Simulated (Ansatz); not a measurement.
Starting cell, Sb (A7 type, space group R-3m):

```xyz
2
Lattice="2.1643 1.2496 3.7832 -2.1643 1.2496 3.7832 0.0000 -2.4991 3.7832" Properties=species:S:1:pos:R:3 pbc="T T T"
Sb     0.0000     0.0000     2.6470
Sb     0.0000     0.0000     8.7027
```

In each cell atom 1 (Sb, nearest neighbour Sb at 2.920 Å; its periodic images, 4.3 Å or more away, move with it) moves by s·(0.577, 0.577, 0.577) (along Cartesian [111]), the rest being held.

Calculation: r2SCAN+rVV10 (plane waves to 500 eV, PAW, scalar-relativistic; Ansatz, an electronic-structure program). k mesh 11×11×11 (Γ-centred), Fermi-Dirac smearing 0.05 eV. The energy includes the smearing's −TS. With partly filled bands, energies and forces of such displacements shift with the k mesh and the smearing. Sb was relaxed with its symmetry unable to fall. Spin-orbit coupling is left out, though Sb is heavy. The PAW data are Ansatz's earlier set. ΔE is measured from the undisplaced structure. The last digit holds for this mesh only.

```csv
s (Å),ΔE (meV/cell)
-0.580,1028.8
-0.464,607.4
-0.348,309.3
-0.232,122.0
-0.116,26.4
0.000,0.0
0.116,18.1
0.232,54.3
0.348,84.6
0.464,111.8
0.580,160.2
```

Problem. What force constant k = d²E/ds² at s = 0 does the table give?

Solution. 3.3 eV/Å². It is the second difference of the nearest points, corrected with the next pair.

Problem. With k = 3.35 eV/Å² from the forces, is the well harmonic out to s = 0.580 Å?

Solution. ½ks² = 564 meV/cell against the computed 160 meV/cell, so the well is softer than harmonic there.

(A displaced cell: forces are minus the slopes of the energy, force constants its curvatures, and phonons follow from these.)
